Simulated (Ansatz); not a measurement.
All numbers below come from Ansatz, DFT, LDA (PW92), plane waves (420 eV) with PAW, scalar-relativistic. (PAW data from PBE, frozen cores regenerated.)

An element in the dhcp structure gives this curve. The cell is scaled uniformly from the relaxed one, with fractional coordinates and shape fixed. Energies are extrapolated to zero smearing, pressures are those at the given smearing. Magnetic state: spin not included.

| V (Å³/atom) | E − E₀ (meV/atom) | P (GPa) |
| --- | --- | --- |
| 33.638 | 38.2 | 3.00 |
| 35.167 | 15.7 | 1.83 |
| 36.696 | 3.5 | 0.83 |
| 38.225 | 0.0 | -0.01 |
| 39.754 | 3.9 | -0.73 |
| 41.283 | 14.0 | -1.33 |
| 42.812 | 29.4 | -1.84 |

**Question.** Which element is it?
A. ytterbium
B. calcium
C. lanthanum
D. bismuth

**Answer.** B. Its fit is V₀ = 38.15 Å³/atom, B₀ = 19.4 GPa, B₀′ = 3.1.
